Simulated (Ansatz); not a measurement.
Below is a relaxed structure of B4Ru. The cell was found from a structure generator's guess, not taken from experiment.

The calculation used Ansatz, DFT PBE, scalar-relativistic, plane waves, PAW. Cutoff 420 eV, Γ-centred mesh, Gaussian smearing, no spin polarisation.

```cif
data_structure
_symmetry_space_group_name_H-M 'P 1'
_symmetry_Int_Tables_number 1
_cell_length_a 3.5341
_cell_length_b 3.5341
_cell_length_c 4.0983
_cell_angle_alpha 90.000
_cell_angle_beta 90.000
_cell_angle_gamma 120.000
_cell_volume 44.33
loop_
_atom_site_label
_atom_site_type_symbol
_atom_site_fract_x
_atom_site_fract_y
_atom_site_fract_z
_atom_site_occupancy
B1 B 0.50000 0.00000 0.00000 1
B2 B 0.00000 0.50000 0.00000 1
B3 B 0.50000 0.50000 0.00000 1
B4 B 0.00000 0.00000 0.00000 1
Ru1 Ru 0.00000 0.00000 0.50000 1
```

Formation energies are uncorrected and refer to the elements' standard structures at the same level.

Question: What space group does it have?

Answer: P6/mmm (No. 191). Conventional cell: a = 3.534 Å, c = 4.098 Å. Around B on a site of symmetry mmm lie 6 B at 1.77 Å; B on a site of symmetry 6/mmm is surrounded by 6 B at 1.77 Å and 2 Ru at 2.05 Å; around Ru lie 2 B at 2.05 Å and 12 B at 2.71 Å.

Question: How far does it lie from the elements in energy?

Answer: +0.85 eV/atom. A positive value: parting into the elements would lower its energy.

Question: Is it a metal?

Answer: Yes, bands cross the Fermi level on the 12×12×10 mesh.

The last run used a 12×12×10 mesh (in the run's order of axes) for its 5-atom cell and Gaussian smearing of 0.10 eV. A structure relaxed within its symmetry needn't be a true minimum. Another cell of B4Ru relaxed alike, in C2/m, lies 0.91 eV/atom lower, so this cell isn't the stable form at this level.
